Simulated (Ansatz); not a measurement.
# Field gradients of SiC from run to run

Cell of run 1: a measured structure from the Crystallography Open Database (COD), atoms as given.

```cif
data_SiC
_symmetry_space_group_name_H-M 'Cmc2_1'
_symmetry_Int_Tables_number 36
_cell_length_a 3.0778
_cell_length_b 5.3350
_cell_length_c 15.1219
_cell_angle_alpha 90.000
_cell_angle_beta 90.000
_cell_angle_gamma 90.000
loop_
_atom_site_label
_atom_site_type_symbol
_atom_site_symmetry_multiplicity
_atom_site_Wyckoff_symbol
_atom_site_fract_x
_atom_site_fract_y
_atom_site_fract_z
Si1 Si 4 a 0.5000 0.3327 0.1420
Si3 Si 4 a 0.5000 0.9993 0.4759
Si5 Si 4 a 0.5000 0.6643 0.3088
C7 C 4 a 0.5000 0.0040 0.3497
C9 C 4 a 0.5000 0.3400 0.0183
C11 C 4 a 0.5000 0.6710 0.1832
```

One atom of each set is listed; the run and its k-mesh use a cell of 12 atoms with edges of 3.08, 3.08, 15.12 Å.

Relaxed positions (PBE, cell held):

Si1 (0.5000, 0.3333, 0.1423)
Si3 (0.5000, 0.9999, 0.4755)
Si5 (0.5000, 0.6666, 0.3088)
C7 (0.5000, 0.9998, 0.3502)
C9 (0.5000, 0.3334, 0.0173)
C11 (0.5000, 0.6666, 0.1838)

All runs are DFT with Ansatz 0.2.0 (plane waves and PAW, scalar-relativistic unless spin–orbit coupling is named, Γ-centred meshes, Fermi–Dirac smearing where given) in this cell.

Run 1: PBE, gradients read without the response of the cores, atoms as given; 420 eV, 10×10×2 k-points, smearing 0.02 eV.
Run 2: PBE, gradients read without the response of the cores, atoms relaxed; 420 eV, 10×10×2 k-points, smearing 0.02 eV.
Run 3: r2SCAN, gradients read without the response of the cores, at the relaxed atoms; 500 eV, 10×10×2 k-points, smearing 0.02 eV.

```tsv
run	Si1 V_zz (η)	Si3 V_zz (η)	Si5 V_zz (η)	C9 V_zz (η)
1	0.74 (0.47)	0.70 (0.87)	0.95 (0.92)	0.11 (0.28)
2	0.21 (0.02)	-0.052 (0.10)	0.24 (0.02)	0.068 (0.20)
3	?	?	?	?
```

V_zz in 10²¹ V/m²; 4 of the 6 sets of like atoms are followed.

Q: Estimate the row of run 3.

A: Si1: 0.20 (0.02); Si3: -0.047 (0.10); Si5: 0.26 (0.01); C9: 0.060 (0.23). It lies nearest to run 2, from whose tensors on these sites it differs by 0.02 at most (largest principal value of the difference). Taken one at a time, the positions of the atoms (as given or relaxed) move the tensors on these sites by up to 0.93 (largest principal value of the change, on Si5), the functional (r2SCAN with its higher cutoff) by 0.02. On some sites the largest principal value moves to another axis from run to run, and the sign of V_zz can flip with it.

In run 1 the atoms aren't at the calculated equilibrium (largest force 0.73 eV/Å).
